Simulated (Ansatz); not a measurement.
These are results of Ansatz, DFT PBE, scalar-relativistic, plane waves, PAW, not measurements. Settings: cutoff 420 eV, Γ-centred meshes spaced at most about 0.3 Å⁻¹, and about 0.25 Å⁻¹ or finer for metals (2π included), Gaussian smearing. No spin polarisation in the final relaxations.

Temperature and zero-point effects are left out.

Compare these two cells of Li2ZrN3, each relaxed at this level.

A.

```
Li Zr N
1.0
     3.13318    0.00000    0.00000
     0.00000    3.13318    0.00000
     0.00000    0.00000    6.26296
Li Zr N
2 1 3
Direct
  0.00000 0.50000 0.60759
  0.50000 0.00000 0.39241
  0.00000 0.00000 0.00000
  0.50000 0.50000 0.00000
  0.00000 0.50000 0.27826
  0.50000 0.00000 0.72174
```

B.

```
Li Zr N
1.0
     4.51473    0.00000    0.00000
    -2.25736    3.90987    0.00000
     0.00000    0.00000    2.96075
Li Zr N
2 1 3
Cartesian
  0.0000 2.6066 0.0000
  2.2574 1.3033 0.0000
  0.0000 0.0000 0.0000
  2.2574 0.0000 1.4804
  1.1287 1.9549 1.4804
  -1.1287 1.9549 1.4804
```

Task: Which is lower in energy, and by how much?

Result: A is lower, by 0.64 eV/atom. A has space group P-4m2 (No. 115), 10.2 Å³/atom and no gap on its mesh; B has space group P6/mmm (No. 191), 8.7 Å³/atom and no gap. Counting N atoms around Li and Zr (those within 1.25 times the shortest such distance or 1.15 times the sum of covalent radii, 1.27 where that leaves under three; a plus sign parts nearer from farther groups), A has Li 1+4, Zr 8 and B has Li 6, Zr 12. The lower one is the more open, so pressure narrows the difference. Both come from invented guesses. A third cell relaxed alike, in P4/mmm, lies 6 meV/atom below the lower of the two.

Cells relaxed within their symmetry can be saddle points.
